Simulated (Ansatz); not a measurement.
A relaxed cell of CaZnC₂N₂ is given with its symmetry left out. The cell was found from a structure generator's guess, not taken from experiment.

Theory: DFT PBE, scalar-relativistic, plane waves, PAW (Ansatz). Cutoff 420 eV, Γ-centred mesh, Gaussian smearing, no spin polarisation.

```
CELL_PARAMETERS angstrom
1.81741 1.04928 8.68014
-1.81741 1.04928 8.68014
0.00000 -2.09856 8.68014
ATOMIC_POSITIONS crystal
Ca 0.50000 0.50000 0.50000
Zn 0.00000 0.00000 0.00000
C 0.07059 0.07059 0.07059
C 0.92941 0.92941 0.92941
N 0.11714 0.11714 0.11714
N 0.88286 0.88286 0.88286
```

Formation energies are uncorrected and refer to the elements' standard structures at the same level (N₂ as a molecule).

**Question.** Find its symmetry and describe it.

**Answer.** R-3m (No. 166). Conventional cell: a = 3.635 Å, c = 26.040 Å. Around Ca lie 6 N at 2.46 Å; around Zn lie 2 C at 1.84 Å; C has 1 N at 1.21 Å and 1 Zn at 1.84 Å; N has 1 C at 1.21 Å and 3 Ca at 2.46 Å.

**Question.** What is its formation energy per atom?

**Answer.** +0.02 eV/atom. The formation energy is too near zero to say whether this cell lies below the elements.

**Question.** Is it a metal?

**Answer.** Yes, bands cross the Fermi level on the 12×12×12 mesh.

The last run used a 12×12×12 mesh for its 6-atom cell and Gaussian smearing of 0.10 eV. The k mesh leaves some 4 meV/atom of noise in the energy of each metallic cell. The reference form of C is held partly by dispersion forces, which this level lacks. A structure relaxed within its symmetry needn't be a true minimum.
